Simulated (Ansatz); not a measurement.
Y:
```cif
data_Y4
_chemical_formula_sum 'Y4'
_space_group_name_H-M_alt 'P63/mmc'
_space_group_IT_number 194
_space_group_name_Hall '-P 6c 2c'
_cell_length_a 3.53920
_cell_length_b 3.53920
_cell_length_c 11.37805
_cell_angle_alpha 90.000
_cell_angle_beta 90.000
_cell_angle_gamma 120.000
loop_
_atom_site_label
_atom_site_type_symbol
_atom_site_symmetry_multiplicity
_atom_site_Wyckoff_symbol
_atom_site_fract_x
_atom_site_fract_y
_atom_site_fract_z
_atom_site_occupancy
Y1 Y 2 a 0.00000 0.00000 0.00000 1
Y2 Y 2 c 0.33333 0.66667 0.25000 1
```

Relaxed with PBEsol.

Q: Decompose the optical modes at the zone centre into irreducible representations, and say which are infrared and Raman allowed.

A: Point group 6/mmm: Γ_opt = A2u + B1g + B2u + E1u + E2g + E2u. Infrared: A2u, E1u. Raman: E2g.

Q: Assign frequencies (DFPT, the program Ansatz at the PBEsol level (PAW)).

A: E2u 56, E2g 59, E1u 81, B2u 107, B1g 111, A2u 142 cm⁻¹.

Subscripts of B labels follow the axes of the standard setting.

Space group P6_3/mmc (dhcp (α-La type)). The workflow started from a Materials Project entry (that database holds measured and hypothetical structures alike). Its sites differ from those of the usual phase in this space group: another stacking or structure type. The PBEsol relaxation kept the symmetry of its start; of distortions, only those at the zone centre were tested. The workflow began spin-polarised and lost its moments. As this level gives no gap, phonon frequencies hold no LO–TO term and depend on the k-mesh and smearing (Fermi–Dirac, 0.1 eV here).

Potentials: the later of the program's two PAW sets.
